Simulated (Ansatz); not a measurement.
# Sensitivity of the gradients in MoS2 to the input

Cell: a COD entry, taken as it stands.

Space group P6_3/mmc (No. 194); a = 3.1400, c = 12.5300 Å, γ = 120.00°.

| site | Wyckoff | site symmetry | x | y | z |
| --- | --- | --- | --- | --- | --- |
| Mo | 2c | -6m2 | 0.3333 | 0.6667 | 0.2500 |
| S | 4f | 3m. | 0.3333 | 0.6667 | 0.6250 |

One atom of each set is listed.

Reference run. All values are calculated (Ansatz; DFT, PBE, plane waves and PAW, scalar-relativistic, collinear spin, 420 eV cutoff, Γ-centred 16×16×4 k-points, Fermi–Dirac smearing 0.02 eV), not measured. Start moments as typed (μB): 2 on each Mo, none on the rest.

(1) The input is changed as follows: `hamiltonian.xc`: pbe → r2scan. What happens to V_zz (10²¹ V/m²) and η?

Results:

(1) 

| site | V_zz reference | η reference | V_zz changed | η changed |
| --- | --- | --- | --- | --- |
| Mo | -7.33 | 0.00 | -7.44 | 0.00 |
| S | -5.30 | 0.00 | -5.35 | 0.00 |

The largest change of V_zz is on Mo, from -7.33 to -7.44. In per cent, |V_zz| changes by +1 on Mo, +1 on S (all sites that start above 0.5). The cutoff that the program takes moves with it, from 420 to 500 eV. SCF iterations: 10 and 19. New warnings: stability check not made.

On the reference run: At this cell the principal stresses reach 5 GPa in size with PBE, which can matter for small gradients. Without spin–orbit coupling (the program notes it for Mo) the gradients can shift somewhat, as the gap is small. The start moments die out, and the run ends without spin.
